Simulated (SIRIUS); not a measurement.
# Checks by hand on CoSi₂ (Fm-3m, 3 atoms in the cell; from Materials Project mp-2379)

```
CoSi2
1.0
    0.00000     2.65642     2.65642
    2.65642     0.00000     2.65642
    2.65642     2.65642     0.00000
Co Si
1 2
Direct
  0.00000   0.00000   0.00000
  0.75000   0.75000   0.75000
  0.25000   0.25000   0.25000
```

All values come from this method and carry its errors: PBE, GBRV PBE ultrasoft pseudopotentials (plane waves; SIRIUS).

Main settings: parameters.ngridk = 12 12 12; parameters.xc_functionals = [XC_GGA_X_PBE, XC_GGA_C_PBE]; parameters.gk_cutoff = 6.325 1/bohr; parameters.pw_cutoff = 14.143 1/bohr; parameters.smearing = fermi_dirac; parameters.smearing_width = 0.00499791 Ha; potentials = GBRV PBE ultrasoft pseudopotentials; parameters.electronic_structure_method = pseudopotential.

The run has no spin polarisation, so moments on Co cannot form. The structure comes from a collection of computed structures, made at another level of theory; the collection holds predicted forms beside known ones.

The cell holds 253.0 bohr³ and the plane-wave cutoff is 40.0 Ry.

Task: How many plane waves does a k-point need, and how does the count grow with the cutoff?

Result: In Rydberg units |k + G|² ≤ E, a sphere of radius √40.0 = 6.325 bohr⁻¹. Each G takes (2π)³/V of reciprocal space, so N = V E^(3/2)/(6π²) = 253.0 × 253.0/59.218 = 1081. The program's largest count at a k-point is 1106; single k-points scatter about the estimate. The count grows as E^(3/2): 20 % more cutoff means 31 % more plane waves.

The cell was also run at V = 37.115 Å³ (F = -4323.61533 eV, P = 7.16 GPa) and V = 37.865 Å³ (F = -4323.63930 eV, P = 3.14 GPa), scaled uniformly; the base has V = 37.490 Å³, P = 5.09 GPa and F₀ = -4323.62967 eV.

Task: Check the pressure against the energies, and estimate the bulk modulus and the volume of zero pressure.

Result: P = −dF/dV ≈ −(-0.02397 eV)/(0.750 Å³) = 0.03196 eV/Å³; times 160.218 GPa per eV/Å³ this is 5.12 GPa, against 5.09 GPa from the stress tensor. B = −V dP/dV ≈ −37.490 × (-4.02 GPa)/(0.750 Å³) = 201 GPa at this volume. The curvature of the energies, B = V (F₊ + F₋ − 2F₀)/(ΔV/2)², gives 201 GPa. To first order the pressure vanishes at V0 ≈ V(1 + P/B) = 38.44 Å³, so all lengths change by about 0.84 %. Shape and fractional positions were held, which usually makes B too large where they are free.

With Fermi-Dirac occupations of width kT = 0.1360 eV the run gave E = -4323.5654 eV and F = E − TS = -4323.6297 eV for the cell.

Task: Extrapolate the energy to zero width, and estimate the density of states at the Fermi level.

Result: TS = E − F = 0.0643 eV. To second order in the width E rises and F falls by the same amount, so E(0) ≈ (E + F)/2 = -4323.5976 eV. The Sommerfeld expansion gives TS = (π²/3) g (kT)², so g ≈ 3 × 0.0643/(π² × 0.1360²) = 1.06 states/eV for the cell, 0.35 an atom (both spins). This g is a mean over a few kT around the Fermi level on this mesh. It implies a bare coefficient γ = (π²/3) k_B² g = 2.357 × 0.35 = 0.8 mJ/(mol K²) for a mole of atoms, without any enhancement by phonons or spin fluctuations.
